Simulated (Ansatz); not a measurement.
HfOs (CsCl type, Pm-3m) at seven volumes, plane-wave PAW LDA (Ansatz code), scaled uniformly. One row is withheld.

```csv
V (Å³/atom),P (GPa)
14.913,28.89
15.405,?
15.897,8.21
16.388,-0.01
16.880,-7.05
17.371,-13.01
17.863,-18.10
```

Question: Fit the shown pressures and predict the withheld one.

Answer: P = (3/2)B₀(x^(7/2) − x^(5/2))[1 + (3/4)(B′ − 4)(x − 1)] with x = (V₀/V)^(2/3). Least squares on the six rows gives V₀ = 16.388 Å³/atom, B₀ = 252 GPa, B′ = 4.17. At V = 15.405, x = 1.0421 and P = 17.74 GPa. The run itself gave 17.74 GPa.

The workflow started from a Materials Project entry (that database holds measured and hypothetical structures alike); the Crystallography Open Database files this formula in space group No. 221, but the cells were not matched. Its standing as an ambient phase is unchecked. Symmetry was held in the LDA relaxation; of distortions, only those at the zone centre were tested. No spin polarisation was allowed. Spin–orbit coupling is left out wherever it is not named.

Potentials: the later of the program's two PAW sets.
